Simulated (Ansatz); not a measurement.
Geometry optimisation in Ansatz: input, command and trajectory.

```yaml
crystal:
  lattice:
    - [-1.8088992444, 1.8088992444, 4.4374559589]
    - [1.8088992444, -1.8088992444, 4.4374559589]
    - [1.8088992444, 1.8088992444, -4.4374559589]
  atoms:
    - { symbol: Bi, position: [0.0, 0.0, 0.0] }
    - { symbol: Mo, position: [0.665, 0.665, 0.0] }
    - { symbol: Mo, position: [0.335, 0.335, 0.0] }
basis:
  ecutwfc: 420
kpoints:
  mp_grid: { grid: [6, 6, 6] }
hamiltonian:
  xc: pbe
scf:
  occupations: { method: gaussian, width: 0.1 }
  lower_state_search: "off"
output:
  forces: true
  stress: true
  eigenvalues: true
relax:
  adjacent_minimum: "off"
  f_tol: 0.04
  max_steps: 70
  cell: { stress_tol: 0.4 }
```

```bash
ansatz run input.yaml --threads 1 --pin off --max-ram 2560MiB --backend cpu --events-out ev --progress --plain --runs-dir out
```

All numbers below come from DFT PBE, scalar-relativistic, plane waves, PAW in Ansatz.

Of 16 frames 10 are shown, positions in Å and forces in eV/Å; the SCF threshold varies from step to step. Steps run on the plane waves of an earlier cell, with a Pulay correction in the pressure. The basis is chosen afresh for the last frame, the zero of the energies, and at times for earlier ones too; energy and pressure step there, also at an unchanged geometry. Here that happened at step 12 (-18 meV/atom, 1.4 GPa); the frames before carry an error of that size. The mark taken_back stands on steps that the optimiser undid.

```xyz
3
Lattice="-1.8089 1.8089 4.4375 1.8089 -1.8089 4.4375 1.8089 1.8089 -4.4375" Properties=species:S:1:pos:R:3:forces:R:3 pbc="T T T" step=1 free_energy_over_end_meV_per_atom=231.02 pressure_GPa=-5.79
Bi    0.0000    0.0000    0.0000    0.0000    0.0000    0.0000
Mo    0.0000    0.0000    5.9018    0.0000    0.0000    1.2990
Mo    0.0000    0.0000    2.9731    0.0000    0.0000   -1.2990
3
Lattice="-1.7596 1.7596 4.6431 1.7596 -1.7596 4.6431 1.7596 1.7596 -4.6431" Properties=species:S:1:pos:R:3:forces:R:3 pbc="T T T" step=3 free_energy_over_end_meV_per_atom=109.39 pressure_GPa=-2.54
Bi    0.0000    0.0000    0.0000    0.0000    0.0000    0.0000
Mo    0.0000    0.0000    6.3310    0.0000    0.0000    0.1198
Mo    0.0000    0.0000    2.9552    0.0000    0.0000   -0.1198
3
Lattice="-1.7373 1.7373 4.7330 1.7373 -1.7373 4.7330 1.7373 1.7373 -4.7330" Properties=species:S:1:pos:R:3:forces:R:3 pbc="T T T" step=4 free_energy_over_end_meV_per_atom=93.51 pressure_GPa=-1.26
Bi    0.0000    0.0000    0.0000    0.0000    0.0000    0.0000
Mo    0.0000    0.0000    6.4637    0.0000    0.0000    0.1112
Mo    0.0000    0.0000    3.0024    0.0000    0.0000   -0.1112
3
Lattice="-1.6526 1.6526 5.1642 1.6526 -1.6526 5.1642 1.6526 1.6526 -5.1642" Properties=species:S:1:pos:R:3:forces:R:3 pbc="T T T" step=6 free_energy_over_end_meV_per_atom=53.40 pressure_GPa=2.46
Bi    0.0000    0.0000    0.0000    0.0000    0.0000    0.0000
Mo    0.0000    0.0000    7.0736    0.0000    0.0000    0.1158
Mo    0.0000    0.0000    3.2548    0.0000    0.0000   -0.1158
3
Lattice="-1.6179 1.6179 5.5970 1.6179 -1.6179 5.5970 1.6179 1.6179 -5.5970" Properties=species:S:1:pos:R:3:forces:R:3 pbc="T T T" step=8 free_energy_over_end_meV_per_atom=34.28 pressure_GPa=0.97
Bi    0.0000    0.0000    0.0000    0.0000    0.0000    0.0000
Mo    0.0000    0.0000    7.7683    0.0000    0.0000   -0.3196
Mo    0.0000    0.0000    3.4256    0.0000    0.0000    0.3196
3
Lattice="-1.6578 1.6578 5.3810 1.6578 -1.6578 5.3810 1.6578 1.6578 -5.3810" Properties=species:S:1:pos:R:3:forces:R:3 pbc="T T T" step=9 free_energy_over_end_meV_per_atom=39.81 pressure_GPa=-1.17 taken_back
Bi    0.0000    0.0000    0.0000    0.0000    0.0000    0.0000
Mo    0.0000    0.0000    7.4546    0.0000    0.0000   -0.2333
Mo    0.0000    0.0000    3.3073    0.0000    0.0000    0.2333
3
Lattice="-1.6292 1.6292 5.5131 1.6292 -1.6292 5.5131 1.6292 1.6292 -5.5131" Properties=species:S:1:pos:R:3:forces:R:3 pbc="T T T" step=11 free_energy_over_end_meV_per_atom=29.93 pressure_GPa=-0.02
Bi    0.0000    0.0000    0.0000    0.0000    0.0000    0.0000
Mo    0.0000    0.0000    7.6303    0.0000    0.0000    0.0058
Mo    0.0000    0.0000    3.3960    0.0000    0.0000   -0.0058
3
Lattice="-1.6192 1.6192 5.6795 1.6192 -1.6192 5.6795 1.6192 1.6192 -5.6795" Properties=species:S:1:pos:R:3:forces:R:3 pbc="T T T" step=13 free_energy_over_end_meV_per_atom=1.96 pressure_GPa=0.08
Bi    0.0000    0.0000    0.0000    0.0000    0.0000    0.0000
Mo    0.0000    0.0000    7.8727    0.0000    0.0000    0.1807
Mo    0.0000    0.0000    3.4863    0.0000    0.0000   -0.1807
3
Lattice="-1.6114 1.6114 5.7993 1.6114 -1.6114 5.7993 1.6114 1.6114 -5.7993" Properties=species:S:1:pos:R:3:forces:R:3 pbc="T T T" step=14 free_energy_over_end_meV_per_atom=0.61 pressure_GPa=0.27
Bi    0.0000    0.0000    0.0000    0.0000    0.0000    0.0000
Mo    0.0000    0.0000    8.0624    0.0000    0.0000   -0.0948
Mo    0.0000    0.0000    3.5362    0.0000    0.0000    0.0948
3
Lattice="-1.6169 1.6169 5.7515 1.6169 -1.6169 5.7515 1.6169 1.6169 -5.7515" Properties=species:S:1:pos:R:3:forces:R:3 pbc="T T T" step=16 free_energy_over_end_meV_per_atom=0.00 pressure_GPa=-0.16
Bi    0.0000    0.0000    0.0000    0.0000    0.0000    0.0000
Mo    0.0000    0.0000    7.9892    0.0000    0.0000   -0.0075
Mo    0.0000    0.0000    3.5139    0.0000    0.0000    0.0075
```

The start puts this composition into another compound's structure type, which needn't suit it. At the end the space group is I4/mmm (tolerance 0.05 Å).

The run took 43 s on 1 thread of Arm Neoverse V1, on a shared host, peak memory 0.36 GiB.

The k mesh is coarse. Spin–orbit coupling is left out, which can shift energies with elements as heavy as these.